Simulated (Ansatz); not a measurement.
TiSb (NiAs type, P6_3/mmc), plane-wave PAW PBE (Ansatz code), all energies at zero smearing, with the estimated change up to a 700 eV cutoff added, with one set of potentials and settings (totals compare only within such a set). Cell of 4 atoms (2 Ti, 2 Sb): -17970.190 eV.

```csv
element,reference phase,E (eV/atom)
Ti,"P6/mmm, 3 atoms in the cell",-2499.6739
Sb,"R-3m, 2 atoms in the cell",-6484.4916
```

Formation energy per atom, worked out: (-17970.190 − 2×(-2499.6739) − 2×(-6484.4916))/4 = -0.465 eV/atom (-45 kJ per mol of atoms), at 0 K, without zero-point energy or fitted corrections.

The workflow started from an entry of the Crystallography Open Database (COD). Its standing as an ambient phase is unchecked. The cell was relaxed with PBE under the symmetry of its start; whether a distortion lowers the energy is not shown. The run is not spin-polarised. The references are the lowest solids computed at this level, not always the standard phases. Scalar-relativistic: spin–orbit coupling is off unless named, which matters more the heavier the elements.

Potentials: the later of the program's two PAW sets.
